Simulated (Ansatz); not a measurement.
## Pressure coefficients of TiO2

Space group I4_1/amd:1 (No. 141). a = 3.785 Å, b = 3.785 Å, c = 9.514 Å, α = 90.00°, β = 90.00°, γ = 90.00°
```
atom  site  symmetry       x       y       z
  Ti    4a      -4m2  0.0000  0.0000  0.0000
   O    8e      2mm.  0.0000  0.0000  0.2066
```

The runs use the primitive cell with vectors (-1.893, 1.893, 4.757), (1.893, -1.893, 4.757), (1.893, 1.893, -4.757) Å, to which the k mesh refers.

The structure is tetragonal, space group I4_1/amd (No. 141). Conventional cell: a = 3.785 Å, b = 3.785 Å, c = 9.514 Å, α = 90.00°, β = 90.00°, γ = 90.00°. Ti (site symmetry -4m2) is surrounded by 6 O at 1.94 to 1.97 Å. Around O (site symmetry 2mm) lie 3 Ti at 1.94 to 1.97 Å.

The geometry is COD entry 9009086, unchecked; take it as a test cell.

Theory: Ansatz 0.2.0, DFT, LDA, all-electron LAPW, scalar-relativistic.

Numerical set-up: a Γ-centred 13×13×13 k mesh, Fermi–Dirac smearing of 0.08 eV, basis error target 1 meV/atom, no spin polarisation.

The cell is scaled evenly with fractional coordinates held. Semilocal gaps are too small, but their slopes carry over better.

```
V/V(cell)  P (GPa)  gap on the k mesh (eV)
   0.9400     9.22                   2.193
   0.9600     3.69                   2.151
   0.9800    -1.28                   2.109
   0.9900    -3.58                   2.089
   1.0000    -5.75                   2.068
   1.0100    -7.81                   2.047
   1.0200    -9.76                   2.026
   1.0400   -13.36                   1.985
```

**Question.** From the rows at 0.9900 and 1.0100, what is the bulk modulus at the cell's volume?

**Answer.** B = −ΔP/Δln V = −[(-7.81) − (-3.58)]/0.02000 = 211.5 GPa.

**Question.** What are the gap's volume deformation potential and pressure coefficient?

**Answer.** dEg/dln V = (2.047 − 2.089)/0.02000 = -2.10 eV, and dEg/dP = −(dEg/dln V)/B = 9.9 meV/GPa: pressure widens the gap.

**Question.** Predict the row at V/V(cell) = 1.0600. How far is a linear estimate of P off?

**Answer.** P = -16.59 GPa, gap 1.944 eV. The linear estimate P(cell) − B ln(V/V(cell)) = -18.07 GPa misses by 1.48 GPa, since the modulus falls on expansion.
